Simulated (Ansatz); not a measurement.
CaIrO₃: do energies and stresses tell the same story?

Theory: DFT PBEsol, scalar-relativistic, plane waves, PAW (Ansatz 0.2.0).

Cutoff 420 eV; k points 12×12×6 on the computed 10-atom cell (Γ-centred); Gaussian smearing, width 0.10 eV; no spin polarisation.

Relaxed cell: Cmcm, a = 3.173 Å, b = 9.670 Å, c = 7.247 Å, α = 90.00°, β = 90.00°, γ = 90.00°, 10 atoms in the primitive cell.

Energies at zero smearing and pressures from the stress tensor, at volumes with shape and atoms relaxed:
```json
{"V (Å³/atom)": "10.452", "E − E(first) (meV/atom)": "0.00", "P (GPa)": "12.37"}
{"V (Å³/atom)": "10.786", "E − E(first) (meV/atom)": "-18.44", "P (GPa)": "5.68"}
{"V (Å³/atom)": "11.120", "E − E(first) (meV/atom)": "-24.06", "P (GPa)": "0.00"}
{"V (Å³/atom)": "11.453", "E − E(first) (meV/atom)": "-18.84", "P (GPa)": "-4.81"}
{"V (Å³/atom)": "11.787", "E − E(first) (meV/atom)": "-4.49", "P (GPa)": "-8.82"}
```

Q: Check P = −dE/dV between neighbouring volumes, and get the bulk modulus from the pressures alone.

A: With 1 eV/Å³ = 160.2 GPa:
```
middle V (Å³/atom)  −ΔE/ΔV (GPa) mean P (GPa)
            10.619         8.857         9.024
            10.953         2.699         2.838
            11.286        -2.505        -2.405
            11.620        -6.892        -6.814
```

The two differ by 0.17 GPa at most. The mean of two end pressures misses the average over a step by about ΔV² P″/12, up to 0.09 GPa here; with that taken off 0.08 GPa remains. The stress is the derivative of the free energy, not of the energy at zero smearing, and with free energies 0.03 GPa remains. Around V = 11.120 Å³/atom, the two neighbours give B = −V ΔP/ΔV = 11.120 × 10.49 / 0.667 = 174.8 GPa, against B0 = 173.1 GPa from the Birch–Murnaghan fit of the energies.

Spin-orbit coupling is left out, which matters for the bands of heavy elements. Spin polarisation was left out, and a magnetic state may lie lower.

A ferromagnetic start lost its moments in a first run, so spin was left out; other magnetic orders weren't tried.